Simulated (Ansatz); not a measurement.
# Notes on Br3O

```xyz
8
Lattice="3.3250 5.7590 0.0000 -3.3250 5.7590 0.0000 0.0000 0.0000 5.3144" Properties=species:S:1:pos:R:3 pbc="T T T"
Br    0.0000    9.5945    1.3286
Br   -1.6592    4.7973    3.9858
Br   -1.6592    6.7208    1.3286
Br    0.0000    1.9235    3.9858
Br    1.6592    6.7208    1.3286
Br    1.6592    4.7973    3.9858
O    -0.0003    3.8395    1.3286
O    -0.0003    7.6785    3.9858
```

Method: r2SCAN, no spin polarisation; PAW, plane waves to 500 eV, 6×6×7 Γ-centred mesh, gaussian occupations (width 0.0344 eV) (Ansatz 0.2.0), atoms fixed.

- Contacts: Br–O at 3.28 Å: least valence density 0.06 e/Å³ and ELF 0.04 there. Br–Br at 3.28 Å: least valence density 0.12 e/Å³ and ELF 0.11 there. These are pseudo-fields; inside the PAW spheres they differ from the all-electron ones.
- Charges: Bader charges in e: Br +0.12, O -0.37. In the mean Br gives up most and O takes most.
- Electronic structure: It is a metal, with about 22 states/eV a cell as the mean within 0.25 eV of the Fermi level, mostly Br p (51 %) and O p (49 %).
- Formation energy: 1.54 eV an atom against the elements' usual phases (free molecules for gases, crystals otherwise, with no correction for O₂ or N₂), so at this geometry it isn't bound against them. Relaxing would lower it.
- Forces: The largest is on Br2 (and as large on other atoms): 0.34 eV/Å, components (0.29, -0.17, 0.00). It makes 54° with the line to a nearest neighbour, O7 at 3.28 Å.

Origin: a known structure type with other elements, at an estimated volume, so it need not be a known compound. Caveats: many states at the Fermi level without spin polarisation, so a magnetic state may lie lower.
